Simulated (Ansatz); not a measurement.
Level of theory: DFT, PBEsol, scalar-relativistic, collinear spin; plane waves to 420 eV with PAW datasets (Ansatz 0.2.0), 12×12×12 k-mesh, Gaussian smearing of 0.05 eV; PAW files: Ansatz's generated set soft_2.

A crystal of composition MnX, relaxed at this level of theory, gives this pattern between 10° and 80°.

Cu Kα1 powder pattern (kinematic, no thermal factors).
```json
{"2θ (°)": "28.09", "relative intensity": "100"}
{"2θ (°)": "32.55", "relative intensity": "2"}
{"2θ (°)": "46.70", "relative intensity": "70"}
{"2θ (°)": "55.39", "relative intensity": "42"}
{"2θ (°)": "68.19", "relative intensity": "11"}
{"2θ (°)": "75.30", "relative intensity": "16"}
{"2θ (°)": "77.61", "relative intensity": "1"}
```

Task: Which lattice and cell does the pattern come from?

Result: Cubic, space group F-43m (No. 216), a = 5.497 Å, b = 5.497 Å, c = 5.497 Å, α = 90.00°, β = 90.00°, γ = 90.00°. The line positions fix the lattice at most, not the space group, and lines under 1 % of the strongest aren't listed; this is the group of the computed cell.

The calculation on MnX, where X is one element, gave:

| Property | Result |
| --- | --- |
| Band gap | zero (metallic) |
| Density of states at the Fermi level | 0.80 states/(eV·atom) |
| Magnetic state | ferromagnetic (the only order tried) |
| Site spin moments | Mn 3.12; X -0.13 μB |
| Spin moment of the cell | 3.28 μB |
| Formation energy from the elements (0 K, uncorrected) | 0.36 eV/atom (unstable against the elements) |

Sites: Mn on 4a, X on 4d.

Task: Which element is X?
A. Se
B. As
C. Ge
D. Ga

Result: B. X is As, so the compound is MnAs.

This is a trial structure; measured cells of the compound in the Crystallography Open Database are in space group Pnma.

The run wasn't fully tested for a lower electronic state. Site moments are of spin, integrated over atomic spheres. No antiparallel order was tried.
